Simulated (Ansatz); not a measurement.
Start of a relaxation of Ti2Cl:

```yaml
crystal:
  lattice:
    - [1.52500, 0.88046, 13.60000]
    - [-1.52500, 0.88046, 13.60000]
    - [0.00000, -1.76092, 13.60000]
  atoms:
    - { symbol: Ti, position: [0.57840, 0.57840, 0.57840] }
    - { symbol: Ti, position: [0.30390, 0.30390, 0.30390] }
    - { symbol: Ti, position: [0.42160, 0.42160, 0.42160] }
    - { symbol: Ti, position: [0.69610, 0.69610, 0.69610] }
    - { symbol: Cl, position: [0.87010, 0.87010, 0.87010] }
    - { symbol: Cl, position: [0.12990, 0.12990, 0.12990] }
```

Level of theory: DFT PBE, scalar-relativistic, plane waves, PAW in Ansatz. Cutoff 420 eV, Gaussian smearing, Γ-centred meshes. Cell and atoms relax first on a coarse mesh, the cell is then made exact in the group found at 0.06 to 0.08 Å, and last on a converged mesh; the steps can't lower the symmetry of their start. Collinear spin, starting moments Ti 1.0 (×4) μB; the moments died out early, so the last step has no spin.

A guess keeps its type if space group and coordination stay and the shape of the cell changes little (axis ratios within about 15 %, angles within 6°); the volume may change.

Task: Does this structure survive the relaxation?

Result: It keeps its type. The symmetry stays R-3m (No. 166). The volume per atom grows by 9.6 %, from 18.3 to 20.0 Å³. The shortest distance stays 2.45 Å (Ti–Cl). The ratio c/a of the conventional cell changes by a factor of 1.02. Counting neighbours within 15 % of an atom's shortest distance, the start has Cl 3, Ti 3/12 and the end Cl 3, Ti 3/12.

The last run used a 12×12×12 mesh for its 6-atom cell and Gaussian smearing of 0.10 eV. Weakly bound directions are ill-defined at this level, which has no dispersion term. A structure relaxed within its symmetry needn't be a true minimum.

In counts of neighbours, a slash parts the counts of unlike sites.
